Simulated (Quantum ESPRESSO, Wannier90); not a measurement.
**Tight-binding from DFT: PbIF (P4/nmm)**

```xyz
6
Lattice="4.2359 0.0000 0.0000 0.0000 4.2359 0.0000 0.0000 0.0000 9.4597" Properties=species:S:1:pos:R:3 pbc="T T T"
Pb     0.0000     2.1179    -1.4877
Pb     2.1179     0.0000     1.4877
I      2.1179     0.0000    -3.1044
I      0.0000     2.1179     3.1044
F      0.0000     0.0000     0.0000
F      2.1179     2.1179     0.0000
```

Structure: Materials Project mp-22969, symmetrised, not relaxed again. COD (Crystallography Open Database) has an entry of this formula and space group (matched by these alone). Level: PBEsol, no spin polarisation, no spin-orbit coupling; pw.x of Quantum ESPRESSO at 68 Ry with PseudoDojo potentials, 4×4×4 k-points, Wannier90. Density: 8×8×4 mesh, cold smearing 0.01 Ry. Spin-orbit coupling is left out although heavy elements are present.

Bands 29-34 form an isolated set from 1.97 to 5.50 eV relative to the valence-band maximum (on the path) and are turned into 6 Wannier functions by minimising the spread from the start: atomic waves Pb 6p.

Where do the functions sit, how wide are they and what are they made of?


```
functions  spread (Å²)  nearest atom, distance (Å)  second atom, distance (Å)           weight on atomic waves
---------  -----------  --------------------------  -------------------------  -------------------------------
2                 5.15                     Pb 0.16                     F 2.68   Pb 6p 78 %, I 5p 8 %, F 2p 7 %
4                 5.88                     Pb 0.42                     F 2.85  Pb 6p 73 %, I 5p 13 %, F 2p 5 %
```

Ω_I = 33.29 Å², Ω_total = 33.81 Å²; the interpolated bands follow pw.x to 35 meV rms on the path. Only this start was tried; a symmetric start can stop on a saddle, and mixtures of these functions could lower the total by at most Ω_total − Ω_I.
